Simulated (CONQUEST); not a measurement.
CONQUEST run on AlN (Cmc2_1, 8 atoms in the cell; from Materials Project mp-661, changed as shown): self-consistent single point.

All values come from this method and carry its errors: PBE, numerical atomic orbitals double-zeta with polarisation (the shipped basis), PseudoDojo norm-conserving potentials made for PBE (CONQUEST).

The change in words: lattice vector a scaled by 1.01. Reference geometry (P6_3mc):
```
AlN
1.0
    3.06226     0.00000     0.00000
    0.00000     5.30400     0.00000
    0.00000     0.00000     4.91060
Al N
4 4
Direct
  0.50000   0.16667   0.49929
  0.00000   0.33333   0.99929
  0.00000   0.66667   0.49929
  0.50000   0.83333   0.99929
  0.50000   0.16667   0.88071
  0.00000   0.33333   0.38071
  0.00000   0.66667   0.88071
  0.50000   0.83333   0.38071
```

Reference input (self-consistent single point, DFT, PBE, numerical atomic orbitals double-zeta with polarisation (the shipped basis), PseudoDojo norm-conserving potentials made for PBE): basis = DZP; Diag.MPMeshX, Y, Z = 6 2 4; potentials = PseudoDojo norm-conserving PBE; Grid.GridCutoff = 140 Ha; DM.SolutionMethod = diagon; Diag.kT = 0.0001 Ha; Diag.GammaCentred = true; minE.SCTolerance = 1.0e-06; SC.MaxIters = 100; SC.LinearMixingFactor = 0.3; AtomMove.TypeOfRun = static. This run's input differs from it in these lines:

```diff
@@ -29,3 +29,3 @@
 # file: input.coords
-     5.786840281      0.000000000      0.000000000
+     5.844709364      0.000000000      0.000000000
      0.000000000     10.023101696      0.000000000
```

Log, with long lists cut:

```
    new_SC_potl: Starting.  Tolerance:  0.10000E-05

    PulayMixSC: Starting Pulay mixing, A_up =  0.300 A_dn =  0.300
    PulayMixSC: Spin non-polarised calculation.
          Harris-Foulkes Energy            :     -1399.119126505217309 eV
          (TS=0 as O(N) or entropic contribution is negligible)
          DFT Total Energy                 :     -1377.885754210060213 eV
          Total number of electrons        :        32.000000000000938
    PulayMixSC: Pulay iteration     1 residual:              0.13247E-01
          Harris-Foulkes Energy            :     -1391.187072264159497 eV
   [... lines left out ...]
          (TS=0 as O(N) or entropic contribution is negligible)
          DFT Total Energy                 :     -1390.778770279950322 eV
          Total number of electrons        :        32.000044888091779
    PulayMixSC: Pulay iteration     7 residual:              0.50705E-05
          Harris-Foulkes Energy            :     -1390.778772148770486 eV
          (TS=0 as O(N) or entropic contribution is negligible)
          DFT Total Energy                 :     -1390.778772142364687 eV
          Total number of electrons        :        32.000044904799900
    PulayMixSC: Pulay iteration     8 residual:              0.32287E-06
    PulayMixSC: Reached SCF tolerance of  0.32287E-06 after      8 iterations
      | Number of electrons      =        32.000045
      |* band energy as 2Tr[K.H] =      -452.947977079768805 eV
      |  screened ion-ion energy =      -908.141059885667573 eV
      |  Ha correction           =       -70.260518921739575 eV
      |  XC correction           =        40.571204672452922 eV
      |* Harris-Foulkes energy   =     -1390.778772148770486 eV
      |* DFT total energy        =     -1390.778772142364687 eV
      |  estimated accuracy      =        -0.000000006405830 eV

    force: Forces on atoms (eV/a0)
    force:  Atom   X              Y              Z
    force:     1  -0.0000015871   0.0609721420  -0.0643077997
    force:     2  -0.0000015872  -0.0609721420  -0.0643077997
   [... lines left out ...]
    force:     8  -0.0000902165  -0.0706972841   0.0672078848

    force: Maximum force :        0.07069728(eV/a0) on atom         7 in y direction
    force: Force Residual:        0.09318827 eV/a0
    force: Total stress:        -11.61668180   -16.43175764   -15.81250680 GPa
    force: Average pressure:     14.62031541 GPa

    force: Finished force
    get_E_and_F: Change in energy during last step of electronic optimisation:  0.38811E-07
```

The run converged in 8 iterations. CONQUEST prints the stress tensor with tension positive. Against the reference run the free energy falls by 9.4 meV/atom, the pressure goes from 17.59 to 14.62 GPa and the gap on the mesh goes from 4.834 to 4.724 eV.

The program uses no crystal symmetry, so grid and mesh can part values that symmetry would make equal. The atom-centred basis is finite, which shifts total energies, pressures, gaps and forces against plane waves. The structure comes from a collection of computed structures, made at another level of theory; the collection holds predicted forms beside known ones. Its lattice was then scaled.

Cost on one core: around 2.1 core-minutes (rough).
